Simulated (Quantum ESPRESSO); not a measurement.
Band energies of WS$_{2}$

```
CELL_PARAMETERS angstrom
      1.57864     0.91143     6.03780
     -1.57864     0.91143     6.03780
      0.00000    -1.82285     6.03780
ATOMIC_POSITIONS crystal
  S  0.57913 0.57913 0.57913
  S  0.75282 0.75282 0.75282
  W  0.99935 0.99935 0.99935
```

PBEsol (pw.x of Quantum ESPRESSO, ONCV potentials, without SOC); path ΓLB1,BZΓX,QFP1Z,LP; energies in eV from the valence-band maximum.

| k (1/Å) | point | band 9 | band 10 | band 11 | band 12 | band 13 | band 14 | band 15 | band 16 |
|---|---|---|---|---|---|---|---|---|---|
| 0.00 | Γ | -3.56 | -2.34 | -2.34 | -1.41 | -1.37 | 2.11 | 2.11 | 2.44 |
| 0.21 |  | -3.42 | -2.84 | -2.57 | -1.46 | -1.19 | 1.97 | 2.11 | 2.28 |
| 0.53 |  | -4.17 | -3.34 | -2.79 | -1.82 | -1.60 | 1.22 | 1.99 | 2.67 |
| 0.85 |  | -5.23 | -3.98 | -2.46 | -2.09 | -2.05 | 1.77 | 2.02 | 3.37 |
| 1.16 | L | -5.40 | -4.22 | -2.61 | -1.83 | -1.82 | 2.24 | 2.47 | 3.52 |
| 1.52 |  | -5.35 | -4.14 | -3.56 | -2.85 | -1.20 | 1.77 | 2.61 | 2.88 |
| 1.89 | B1 | -5.33 | -4.74 | -4.18 | -3.09 | -0.76 | 1.21 | 2.38 | 3.44 |
| 1.89 | B | -5.33 | -4.74 | -4.18 | -3.09 | -0.76 | 1.21 | 2.38 | 3.44 |
| 2.10 |  | -4.88 | -4.58 | -4.41 | -2.75 | -1.23 | 1.88 | 2.49 | 3.08 |
| 2.41 |  | -5.02 | -4.63 | -3.27 | -2.34 | -1.69 | 1.69 | 2.22 | 2.54 |
| 2.62 |  | -4.91 | -3.79 | -3.00 | -2.25 | -1.40 | 1.57 | 2.00 | 2.41 |
| 2.94 |  | -3.96 | -3.45 | -2.55 | -2.28 | -0.30 | 2.05 | 2.12 | 2.23 |
| 3.15 | Z | -3.59 | -3.59 | -2.29 | -2.29 | 0.00 | 2.20 | 2.20 | 2.28 |
| 3.28 |  | -3.58 | -3.58 | -2.30 | -2.30 | -0.08 | 2.18 | 2.18 | 2.31 |
| 3.67 | Γ | -3.56 | -2.34 | -2.34 | -1.41 | -1.37 | 2.11 | 2.11 | 2.44 |
| 3.96 |  | -3.31 | -3.11 | -2.82 | -1.38 | -1.26 | 1.70 | 2.07 | 2.20 |
| 4.25 |  | -4.30 | -3.78 | -2.90 | -1.65 | -1.59 | 0.96 | 1.96 | 2.41 |
| 4.54 |  | -5.31 | -4.11 | -3.63 | -2.36 | -1.46 | 1.02 | 2.49 | 2.71 |
| 4.84 |  | -5.09 | -4.66 | -3.99 | -3.03 | -0.98 | 1.37 | 2.45 | 2.83 |
| 5.03 | X | -5.38 | -4.75 | -4.09 | -3.15 | -0.74 | 1.17 | 2.39 | 3.39 |
| 5.03 | Q | -5.38 | -4.75 | -4.09 | -3.15 | -0.74 | 1.17 | 2.39 | 3.39 |
| 5.24 |  | -4.92 | -4.38 | -4.29 | -3.09 | -0.98 | 1.65 | 2.74 | 3.31 |
| 5.56 |  | -5.03 | -4.17 | -3.28 | -2.43 | -1.46 | 2.18 | 2.65 | 3.16 |
| 5.66 | F | -5.04 | -4.11 | -3.32 | -2.10 | -1.63 | 2.18 | 2.63 | 3.07 |
| 5.66 | P1 | -5.14 | -4.13 | -3.16 | -2.04 | -1.65 | 2.18 | 2.69 | 3.10 |
| 5.75 |  | -5.08 | -4.09 | -3.18 | -2.08 | -1.70 | 2.11 | 2.64 | 3.05 |
| 6.03 |  | -5.04 | -3.73 | -3.04 | -2.41 | -1.91 | 1.78 | 2.34 | 2.69 |
| 6.30 |  | -4.84 | -3.11 | -2.99 | -2.58 | -1.19 | 1.82 | 2.10 | 2.25 |
| 6.58 |  | -3.87 | -3.48 | -2.46 | -2.30 | -0.23 | 2.11 | 2.13 | 2.23 |
| 6.76 | Z | -3.59 | -3.59 | -2.29 | -2.29 | 0.00 | 2.20 | 2.20 | 2.28 |
| 6.76 | L | -5.40 | -4.22 | -2.61 | -1.83 | -1.82 | 2.24 | 2.47 | 3.52 |
| 7.11 | P | -5.14 | -4.13 | -3.16 | -2.04 | -1.65 | 2.18 | 2.69 | 3.10 |

The PBEsol gap is indirect, 0.86 eV, from Z to 50 % of the way from Γ to X; the smallest direct gap is 1.91 eV.

Without spin-orbit coupling, band edges of such heavy elements can be off by tenths of an eV.

Geometry relaxed with PBE+D3(BJ).

This is not the ordinary phase of the substance.
